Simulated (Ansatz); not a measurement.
Every step of a relaxation of Cr (sc type)

DFT, LDA, all-electron LAPW, scalar-relativistic (Ansatz 0.2.0); a Γ-centred 22×22×22 k mesh, Fermi–Dirac smearing of 0.08 eV, spin-polarised from start moments Cr 2 μB. The run relaxes cell and atoms at a target pressure of 1400 GPa.

Command: `ansatz run input.yaml --threads 2 --pin off --max-ram 7168MiB --backend cpu --events-out ev --progress --plain --runs-dir out` It took 3.2 min on 2 threads of Arm Neoverse N1 (shared host), peak memory 0.85 GiB.

LAPW: all electrons, basis error target 0.5 meV/atom; forces are relaxed below 0.005 eV/Å.

Each step lists its enthalpy F + pV a cell above the last geometry, the pressure, the cell vectors (Å), and Cartesian positions (Å) with forces (eV/Å).

The first step:

```
step 1  dH = 15.13 meV  P = 1469 GPa
  cell 1.6605 0.0000 0.0000  0.0000 1.6605 0.0000  0.0000 0.0000 1.6605
  Cr 0.0000 0.0000 0.0000   0.0000 0.0000 0.0000
```

Antiferromagnetic order, which Cr and Mn prefer near zero pressure, wasn't tried. The start moments died away, and the runs ended non-magnetic.

The symmetry of the start is kept and no stability test is made, so the end need not be the stable phase.

Question: Where does the relaxation end, and by which steps?

Answer: After 3 geometries, with conventional a, b, c = 1.669, 1.669, 1.669 Å, at 4.649 Å³/atom (+1.55 % against the start) in space group Pm-3m, with a shortest distance of 1.669 Å and a cell moment of 0.00 μB. The further steps:
```
step 2  dH = 0.43 meV  P = 1389 GPa
  cell 1.6704 0.0000 0.0000  0.0000 1.6704 0.0000  0.0000 0.0000 1.6704
  Cr 0.0000 0.0000 0.0000   0.0000 0.0000 0.0000
step 3  dH = 0.00 meV  P = 1400 GPa
  cell 1.6690 0.0000 0.0000  0.0000 1.6690 0.0000  0.0000 0.0000 1.6690
  Cr 0.0000 0.0000 0.0000   0.0000 0.0000 0.0000
step 4  dH = 0.00 meV  P = 1400 GPa  (same geometry on a basis chosen anew; earlier energies don't compare to the last digit)
  cell 1.6690 0.0000 0.0000  0.0000 1.6690 0.0000  0.0000 0.0000 1.6690
  Cr 0.0000 0.0000 0.0000   0.0000 0.0000 0.0000
```
